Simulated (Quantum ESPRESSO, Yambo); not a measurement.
**Levels of theory for the gap of Ag2S**

Ag2S (space group P1, No. 1): one geometry, one set of PBEsol (Quantum ESPRESSO, PseudoDojo norm-conserving, 82 Ry, no spin-orbit coupling) orbitals, self-energies from Yambo (4×4×2 Γ-centred k mesh, bands 17 to 160 and a 6 Ry block in the screening, 160 bands in G with the Bruneval-Gonze terminator, plasmon pole fitted at 27.2 eV).

The geometry is that of Materials Project entry mp-32884, symmetrised and not relaxed again.

| level | gap (0, -0.5, 0) → Γ (eV) | direct gap at Γ (eV) | rough Yambo cost |
|---|---|---|---|
| PBEsol (Quantum ESPRESSO) | 1.23 | 1.27 | – |
| exchange only (Hartree-Fock self-energy on PBEsol orbitals) | 8.67 | 9.00 | about 1/10 (14 states) |
| static COHSEX@PBEsol | 2.20 | 2.25 | within a factor of two (3 states) |
| G0W0@PBEsol, plasmon pole | 2.11 | 2.15 | 1 (14 states) |

Bare exchange has no screening and gives the widest gap; static COHSEX screens it but leaves out the frequency dependence, which G0W0 restores. All rows use the PBEsol edge points; in the exchange only run other k points give a smaller gap, 8.14 eV.

Costs are rough ratios of core time on shared machines.

Nearest settings tried, and what they do to the gap: 113 bands in W, 113 bands in G: +89 meV; 5 Ry block (163 vectors against 215): -13 meV; 2×2×1 mesh: -109 meV. So the settings aren't converged at that level.

Spin-orbit splittings are left out.

The structure is a Materials Project entry; no match was found in the copy of COD used, and its stability was not checked.
